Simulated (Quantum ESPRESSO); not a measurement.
```xyz
4
Lattice="4.1464 0.0000 0.0000 -2.0732 3.5909 0.0000 0.0000 0.0000 4.6853" Properties=species:S:1:pos:R:3 pbc="T T T"
H      0.0000     0.0000     4.3806
Ca     0.0000     2.3939     4.6722
Ga     0.0000     0.0000     2.6384
Ge     2.0732     1.1970     1.9841
```

The PBEsol cell relaxed from Materials Project entry mp-1018093 was given an isotropic strain of +1 % on all lattice vectors, and the atoms were relaxed again.

### Question
What does PBEsol (pw.x of Quantum ESPRESSO, ONCV potentials, scalar-relativistic) give for the electronic structure near the Fermi level?

### Answer
The PBEsol gap is 0.27 eV; at least one edge lies off the plotted path, at a point of the SCF mesh. The smallest direct gap is 0.64 eV. Spin-orbit splittings are left out.
